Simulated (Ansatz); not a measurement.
AuSb2 (space group Pa-3)

```xyz
12
Lattice="6.6246 0.0000 0.0000 0.0000 6.6246 0.0000 0.0000 0.0000 6.6246" Properties=species:S:1:pos:R:3 pbc="T T T"
Sb     2.4841     0.8282     5.7964
Sb     4.1405     5.7964     0.8282
Sb     0.8282     5.7964     2.4841
Sb     5.7964     0.8282     4.1405
Sb     5.7964     2.4841     0.8282
Sb     0.8282     4.1405     5.7964
Sb     4.1405     4.1405     4.1405
Sb     2.4841     2.4841     2.4841
Au     0.0000     3.3123     3.3123
Au     3.3123     3.3123     0.0000
Au     3.3123     0.0000     3.3123
Au     0.0000     0.0000     0.0000
```

The slice is a {100} plane (indices of the conventional cell) through the point (0.500, 0.500, 0.000) (fractional), spanned by u = [100] and v = [010] in vectors of this cell: u (6.62 Å) and v (6.62 Å, at 90° to u). It covers one period; positions are fractions (u, v).

Calculation: LDA (plane waves to 420 eV, PAW, scalar-relativistic; Ansatz, an electronic-structure program). k mesh 6×6×6. These are valence fields of a PAW run, semicore shells included where kept as valence: close to a nucleus they are smooth pseudo fields. AuSb2 was relaxed with its symmetry unable to fall. Spin-orbit coupling is left out, though Au and Sb are heavy.

Three fields on this plane, each scaled to ten steps between its own extremes (0 low, 9 high; the total valence density on a logarithmic scale, the potential cut 8 eV below its top; x marks points blanked near nuclei; v = 0 in the bottom row):

Map A
```
|xxx3464xx588753334xx|
|xxx355xxxx67421123xx|
|x43355xxxx5520002333|
|3332454xx45410024554|
|53112455555311245555|
|54100245543332454xx4|
|5520002333x43355xxxx|
|67421123xxxxx355xxxx|
|88753334xxxxx3464xx5|
|9865553xxxxxxx355568|
|85xx4643xxxxx4333578|
|6xxxx553xxxxx3211247|
|5xxxx55334x333200025|
|54xx4542333455420014|
|55555421135555542113|
|345542001454xx454233|
|x3332000255xxxx55334|
|xxx32112476xxxx553xx|
|xxx433357885xx4643xx|
|xxxx3555689865553xxx|
```

Map B
```
|xxx0420xx014557860xx|
|xxx240xxxx05789983xx|
|x03650xxxx0589998620|
|4688720xx02799987544|
|58998620025899862002|
|27999875444688720xx0|
|0589998620x03650xxxx|
|05789983xxxxx240xxxx|
|14557860xxxxx0420xx0|
|2100254xxxxxxx452001|
|10xx0240xxxxx0687554|
|0xxxx042xxxxx3899875|
|0xxxx05630x026899985|
|20xx0278864445789997|
|52002689985200268998|
|444578999720xx027886|
|x0268999850xxxx05630|
|xxx38998750xxxx042xx|
|xxx068755410xx0240xx|
|xxxx4520012100254xxx|
```

Map C
```
|xxx9667xx876543359xx|
|xxx867xxxx75311247xx|
|x97556xxxx6410013589|
|6543357xx75310013566|
|53211356765321135676|
|53100135666543357xx7|
|6410013589x97556xxxx|
|75311247xxxxx867xxxx|
|76543359xxxxx9667xx8|
|7776556xxxxxxx655677|
|78xx7669xxxxx9533456|
|7xxxx768xxxxx7421135|
|6xxxx65579x985310014|
|57xx7533456665310013|
|56765311235676531123|
|666531001357xx753345|
|x9853100146xxxx65579|
|xxx74211357xxxx768xx|
|xxx953345678xx7669xx|
|xxxx6556777776556xxx|
```

Question: Assign the maps to these fields: electron localisation function (ELF); valence electron density; electrostatic potential energy of an electron, from the cell's mean.

Answer: A is the electron localisation function (ELF); B is the electrostatic potential energy of an electron, from the cell's mean; C is the valence electron density.
